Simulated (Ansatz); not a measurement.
Hf2N2O:
```xyz
15
Lattice="6.8204 1.6252 0.0000 -6.8204 1.6252 0.0000 -1.4641 0.0000 8.0187" Properties=species:S:1:pos:R:3 pbc="T T T"
Hf    -7.5794     1.6252     6.4806
Hf     6.1153     1.6252     1.5380
Hf     1.0778     1.6252     3.8061
Hf    -2.5419     1.6252     4.2126
Hf     2.4683     1.6252     1.0530
Hf    -3.9324     1.6252     6.9656
N     -0.4625     1.6252     5.2668
N     -1.0016     1.6252     2.7519
N     -5.8854     1.6252     7.7283
N      4.4214     1.6252     0.2903
N     -5.5212     1.6252     2.2875
N      4.0571     1.6252     5.7312
O     -4.8448     1.6252     4.9489
O      3.3808     1.6252     3.0698
O      0.0000     1.6252     0.0000
```

The program Ansatz at the r²SCAN level (PAW) gives a gap of 2.39 eV without spin–orbit coupling, maximum on the A–Γ line, 59 % of the way from A, minimum off the standard path, at k = (-0.484, 0.484, -0.083) in fractions of the reciprocal vectors.

Problem. What happens when spin–orbit coupling is switched on?

Solution. The gap stays essentially unchanged, to 2.39 eV; maximum on the A–Γ line, 60 % of the way from A, minimum off the standard path, at k = (-0.484, 0.484, -0.083) in fractions of the reciprocal vectors.

Problem. Give the electron effective mass with spin–orbit coupling.

Solution. 0.87, 1.3, 7.0 mₑ (principal values).

Problem. Give the hole effective mass with spin–orbit coupling.

Solution. 0.59, 0.96, 2.1 mₑ (principal values).

Space group C2/m. The first step of the workflow began from a Materials Project structure, measured or hypothetical; the Crystallography Open Database copy checked does not list it. Whether it is the stable phase at ambient conditions was not checked. The cell was relaxed with r²SCAN under the symmetry of its start; whether a distortion lowers the energy is not shown. No spin polarisation was allowed.

Potentials: the later of the program's two PAW sets.
